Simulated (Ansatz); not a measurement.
Here is an unrelaxed guess for HfSeS4.

Space group P4/mmm (No. 123). a = 4.090 Å, b = 4.090 Å, c = 6.888 Å, α = 90.00°, β = 90.00°, γ = 90.00°
| atom | site | symmetry | x | y | z |
| --- | --- | --- | --- | --- | --- |
| Hf | 1d | 4/mmm | 0.5000 | 0.5000 | 0.5000 |
| Se | 1a | 4/mmm | 0.0000 | 0.0000 | 0.0000 |
| S | 2g | 4mm | 0.0000 | 0.0000 | 0.6038 |
| S | 2h | 4mm | 0.5000 | 0.5000 | 0.1052 |

Computed with Ansatz 0.2.0, DFT PBE, scalar-relativistic, plane waves, PAW. Plane waves to 420 eV, a k mesh through Γ of 4×4×4 on the computed 6-atom cell and Gaussian smearing (0.10 eV); no spin polarisation.

The zero of energy is the elements' standard structures at the same level; no fitted shifts are applied.

Question: What does a single point on this coarse mesh give?

Answer: The pressure is 62.5 GPa (the mean over three directions, positive in compression), the largest force is 52.89 eV/Å, and the energy is +3.54 eV/atom against the elements. The shortest distance is 1.43 Å, so close that the PAW spheres overlap strongly and these values are rough.

Question: Is it a good guess?

Answer: A poor one: relaxing gains about 3.6 eV/atom (the start's value is from the coarse mesh, so the gain is rough) in 27 ionic steps and ends at −0.08 eV/atom on the finer mesh. The symmetry stays P4/mmm (No. 123). The volume per atom shrinks by 7.0 %, from 19.2 to 17.9 Å³. The shortest distance goes from 1.43 Å (S–S) to 2.71 Å (Hf–S). The ratio c/a of the conventional cell changes by a factor of 1.75. Conventional cell: a = 3.313 Å, c = 9.767 Å. Hf is surrounded by 8 S at 2.71 Å, 4 Hf at 3.31 Å and 2 S at 3.45 Å; Se is surrounded by 8 S at 2.75 Å, 4 Se at 3.31 Å and 2 S at 3.52 Å; S on its first site is surrounded by 4 Hf at 2.71 Å, 1 S at 2.72 Å, 4 S at 3.14 Å, 4 S at 3.31 Å and 1 Se at 3.52 Å; 1 more site not described.

The last run used a 12×12×4 mesh (in the run's order of axes) for its 6-atom cell and Gaussian smearing of 0.10 eV. These runs have no spin–orbit coupling, which can matter for Hf. The reference forms of S and Se are held partly by dispersion forces, which this level lacks. The relaxation can't lower the symmetry of the start, and the grade says only how near the guess is to its own end. Symmetry constrained the relaxation, so the result can be a saddle point.
